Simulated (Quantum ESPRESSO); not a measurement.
## Kohn-Sham bands of AlN (zinc blende)

```xyz
2
Lattice="0.0000 2.1840 2.1840 2.1840 0.0000 2.1840 2.1840 2.1840 0.0000" Properties=species:S:1:pos:R:3 pbc="T T T"
Al     0.0000     0.0000     0.0000
N      1.0920     1.0920     1.0920
```

Structure: Materials Project mp-1700, symmetrised, not relaxed again. Not found in the COD (Crystallography Open Database) copy used, which has the formula in other groups; not checked further. Level: PBEsol, no spin polarisation, no spin-orbit coupling; pw.x of Quantum ESPRESSO at 68 Ry with PseudoDojo potentials, 12×12×12 k-points, Wannier90. Density: 12×12×12 mesh, cold smearing 0.01 Ry.

Energies are relative to the valence-band maximum; weights are on the orthonormalised atomic waves of the pseudopotential files, averaged over the group. 8 electrons a cell are treated as valence.

Problem. Into which isolated groups do the bands fall, where do they lie and what are they made of?

Solution. 
| bands | from (eV) | to (eV) | filling | weight on atomic waves |
|---|---|---|---|---|
| 1 | -14.95 | -12.16 | filled | N 2s 63 %, Al 3p 27 %, Al 3s 9 % |
| 2–4 | -5.92 | 0.00 | filled | N 2p 76 %, Al 3p 14 %, Al 3s 6 % |
| 5 | 3.19 | 7.88 | empty | Al 3p 48 %, N 2p 19 %, N 2s 15 % |

The Kohn-Sham gap over both meshes and the path is 3.19 eV.
